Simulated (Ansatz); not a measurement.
NbN₃ (ReO3 type), relaxed with r²SCAN (Ansatz, a first-principles code, plane waves, PAW): a = b = c = 4.110 Å, α = β = γ = 90.00°.

```
Property                                           Result
--------------------------------  -----------------------
ΔH_f (eV/atom)                                       1.07
B₀ by P(V) fit (GPa)                                  120
spin order, net moment (μB/atom)  ferrimagnetic; net 1.00
```

Q: The same phase is relaxed and computed with PBE in the same code. What are the cell and these values now?

A: a = b = c = 4.1098 Å, α = β = γ = 90.00°.

* **ΔH_f (eV/atom)**: 1.20
* **B₀ by P(V) fit (GPa)**: 123
* **spin order, net moment (μB/atom)**: ferrimagnetic; net 0.73

Spin orders computed, not proven ground states: NbN3, ReO3 type with r²SCAN ferrimagnetic; NbN3, ReO3 type with PBE ferrimagnetic. Typed or built starts, not in the databases checked: NbN3, ReO3 type. All cells were relaxed under the symmetry of their starts (and spin orders); stability against distortions was not tested throughout. Spin–orbit coupling is left out wherever it is not named.

Potentials: the later of the program's two PAW sets.

Ansatz is a plane-wave DFT program.

Formation energies count from the lowest solids of the elements computed at the same level, not from gases.
